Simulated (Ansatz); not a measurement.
Ge₂Sb₂TeSe₄:
```
Ge2Sb2TeSe4
1.0
    4.01424     0.00000     0.00000
   -2.00712     3.47644     0.00000
    0.00000     0.00000    16.83070
Ge Sb Te Se
2 2 1 4
Direct
  0.00000   0.00000   0.34786
  0.00000   0.00000   0.65214
  0.33333   0.66667   0.12417
  0.66667   0.33333   0.87583
  0.00000   0.00000   0.00000
  0.33333   0.66667   0.78261
  0.66667   0.33333   0.21739
  0.33333   0.66667   0.42383
  0.66667   0.33333   0.57617
```

Relaxed with PBE+D3(BJ). Special points in fractions of this cell's reciprocal vectors: Γ (0.000, 0.000, 0.000); M (0.500, 0.000, 0.000); K (0.333, 0.333, 0.000); A (0.000, 0.000, 0.500); L (0.500, 0.000, 0.500); H (0.333, 0.333, 0.500).

Problem. List the band energies nearest the Fermi level at these points for plane-wave PAW PBE+D3(BJ) (Ansatz code).

Solution. In eV from the Fermi level; about four levels below and three above (degenerate sets whole), none deeper than 8.9 eV; points with the same levels are listed once.

```json
[
 {"k": "Γ", "below": "-1.38 -1.38 -1.35 -0.07", "above": "0.43 0.45 0.45"},
 {"k": "M", "below": "-2.38 -2.04 -1.19 -1.19", "above": "0.18 0.81 0.85"},
 {"k": "K", "below": "-2.35 -1.59 -1.59 -0.97", "above": "0.78 0.78 0.82"},
 {"k": "A", "below": "-1.39 -1.39 -1.17 -0.08", "above": "0.44 0.46 0.46"},
 {"k": "L", "below": "-2.12 -1.98 -0.49 -0.08", "above": "0.78 0.98 1.62"},
 {"k": "H", "below": "-1.90 -1.90 -1.69 -1.62", "above": "1.07 1.07 1.14"}
]
```

Space group P-3m1. The start of the workflow was typed in or built on a structure type; neither database checked (COD, Materials Project) lists it. Whether it is the stable phase at ambient conditions was not checked. The PBE+D3(BJ) relaxation kept the symmetry of its start; whether a distortion lowers the energy is not shown. Spin–orbit coupling is left out wherever it is not named.

Potentials: the earlier of the program's two PAW sets.
